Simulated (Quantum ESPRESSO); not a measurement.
Simulation results for MgAl3N3O (made-up cell), AlInGa2P4 (made-up cell)

Computed with Quantum ESPRESSO 7.5. Calculation on a made-up crystal cell, not a measurement, rerun at a higher cutoff and a denser mesh: periodic Kohn-Sham density functional theory in plane waves with PseudoDojo standard norm-conserving scalar-relativistic pseudopotentials, each functional with its own files (v0.5 for PBE, v0.4.1 for LDA and PBEsol), no spin polarisation, no spin-orbit coupling, atoms not relaxed, stress positive in tension, energies less a fixed whole-eV offset for each atom's element; levels are Kohn-Sham levels at fractions of this cell's reciprocal vectors, counted from the reference band (half the neutral cell's valence electrons, rounded up) at Gamma; error bars give the change to or from the runs named with them, not the error of the files; each bar is the largest change over components, and at least 0.002 eV, 0.002 eV per angstrom or 0.02 GPa; energies are for the whole cell, and the offsets were chosen from early runs and are not element reference energies.

Common to all runs: functional pbe; fermi dirac smearing 0.025 eV; scf tolerance 1e-07 eV; electrons removed 0; k mesh 6 x 6 x 6, shifted by half a step.

(1) MgAl3N3O (made-up cell)

```
MgAl3N3O
1.0
      4.0022    -0.0271    -0.0293
     -0.0271     4.0033     0.0307
     -0.0293     0.0307     4.0706
Al Mg Al O N
1 1 2 1 3
Direct
  0.01717 -0.00692 -0.02078
  0.01119 0.50125 0.50920
  0.49164 -0.01248 0.48786
  0.50506 0.50924 -0.00487
  0.48140 0.00700 -0.01536
  0.48295 0.49004 0.50477
  1.00460 -0.00709 0.50222
  1.00804 0.49093 0.00628
```

| Property | Result |
| --- | --- |
| lattice type | rocksalt |
| cutoff | 1437 eV |
| stress zz | ? |
| stress xz | ? |
| stress yz | ? |
| pressure | ? |

Atoms:
```csv
atoms element,atom site,atom energy offset (eV)
Al,1,-64
Mg,2,-1617
Al,3,-64
Al,4,-64
O,5,-452
N,6,-283
N,7,-283
N,8,-283
```

(2) AlInGa2P4 (made-up cell)

```
AlInGa2P4
1.0
      5.7047     0.0000     0.0000
      0.0000     5.7047     0.0000
      0.0000     0.0000     5.7047
Ga Al Ga In P
1 1 1 1 4
Direct
  0.00156 0.00049 -0.00282
  0.00303 0.50057 0.49722
  0.49952 -0.00196 0.49752
  0.50583 0.48861 -0.00130
  0.25132 0.25388 0.24850
  0.24992 0.75545 0.75201
  0.75040 0.25130 0.74631
  0.75028 0.75227 0.25409
```

| Quantity | Value |
| --- | --- |
| lattice type | zincblende/diamond |
| cutoff | 1377 eV |
| stress xy | ? |
| stress yz | ? |
| stress yy | ? |
| stress xz | ? |

Atoms:
```csv
atoms element,atom site,atom energy offset (eV)
Ga,1,-2080
Al,2,-64
Ga,3,-2080
In,4,-1808
P,5,-189
P,6,-189
P,7,-189
P,8,-189
```

## Withheld values
1. Estimate the stress zz of MgAl3N3O (made-up cell) (entry 1).
2. Estimate the stress xz of MgAl3N3O (made-up cell) (entry 1).
3. Give the missing stress yz for MgAl3N3O (made-up cell) (entry 1).
4. What pressure does the calculation give for MgAl3N3O (made-up cell) (entry 1)?
5. Give the missing stress xy for AlInGa2P4 (made-up cell) (entry 2).
6. Give the missing stress yz for AlInGa2P4 (made-up cell) (entry 2).
7. AlInGa2P4 (made-up cell) (entry 2): stress yy?
8. Give the missing stress xz for AlInGa2P4 (made-up cell) (entry 2).
9. Give the table of forces values for AlInGa2P4 (made-up cell) (entry 2).

Answers
1. -16.55 GPa
2. -3.969 GPa
3. 3.887 GPa
4. 21.14 GPa
5. 0.2204 GPa
6. -0.3125 GPa
7. 2.365 GPa
8. 1.098 GPa
9. 
Forces:
```csv
site,x (eV/Å),y (eV/Å),z (eV/Å)
1,-0.1216,0.07111,0.1497
2,-0.03282,0.2065,0.1719
3,-0.06315,0.1257,0.1002
4,-0.1481,0.911,0.02975
5,-0.9717,-0.9882,0.9329
6,-0.5188,0.1884,-0.7288
7,1.106,-0.9629,-1.046
8,0.75,0.4483,0.3899
```

Further results for MgAl3N3O (made-up cell) (entry 1):

| Quantity | Value |
| --- | --- |
| free energy less offsets | 0.05828 eV |
| scf iterations | 11 |
| smearing term minus ts | 0 eV |
| stress xx | -25.86 GPa |
| stress yy | -21.02 GPa |
| stress xy | -3.459 GPa |
| reference band | 20 |
| error bar energy | 0.003558 eV |
| error bar stress | 0.02 GPa |
| error bar force | 0.002377 eV/Å |
| error bar next band up | 0.002 eV |
| error bars from | change from the looser run of this cell |

Forces:
```csv
site,x (eV/Å),y (eV/Å),z (eV/Å)
1,-1.16,0.3713,0.8144
2,-2.077,-0.8419,-0.6996
3,0.7325,0.6365,0.1975
4,0.1832,-0.9106,0.2781
5,1.384,-0.6222,0.6984
6,2.681,0.5125,-0.4998
7,-0.9342,0.3178,-0.5984
8,-0.8092,0.5368,-0.1907
```

Levels:
```csv
level k point,next band up (eV)
Gamma,2.948
"(1/2,1/2,1/2)",2.807
"(0.15,0,0)",3.497
"(0,0.15,0)",3.521
"(0,0,0.15)",3.514
```

Further results for AlInGa2P4 (made-up cell) (entry 2):

| Property | Result |
| --- | --- |
| free energy less offsets | -1.853 eV |
| scf iterations | 10 |
| smearing term minus ts | 0 eV |
| pressure | -2.275 GPa |
| stress xx | 2.247 GPa |
| stress zz | 2.214 GPa |
| error bar energy | 0.007649 eV |
| error bar stress | 0.02 GPa |
| error bar force | 0.002 eV/Å |
| error bars from | change from the looser run of this cell |
